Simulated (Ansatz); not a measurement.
SiNi2 in space group Pnma (No. 62; Si on 4c, Ni on 4c, Ni on 4c) under volume change, LDA in the plane-wave PAW code Ansatz, shape and atoms relaxed at each volume.

```tsv
V (Å³/atom)	E − E(relaxed) (meV/atom)	P (GPa)
9.395	72.6	27.47
9.705	?	?
10.014	?	?
10.324	0.0	0.00
10.634	6.3	-6.35
10.944	23.9	-11.63
11.253	50.7	-15.94
```

Fill in the missing entries.


- 10.014, E − E(relaxed) (meV/atom): 7.1
- 10.014, P (GPa): 7.57
- 9.705, E − E(relaxed) (meV/atom): 30.2
- 9.705, P (GPa): 16.64

What does a third-order Birch–Murnaghan fit give for V₀, B₀ and B′?

V₀ = 10.32 Å³/atom, B₀ = 230 GPa, B′ = 5.0.

The LDA relaxation kept the symmetry of its start; of distortions, only those at the zone centre were tested. The run is not spin-polarised.

Potentials: the later of the program's two PAW sets.
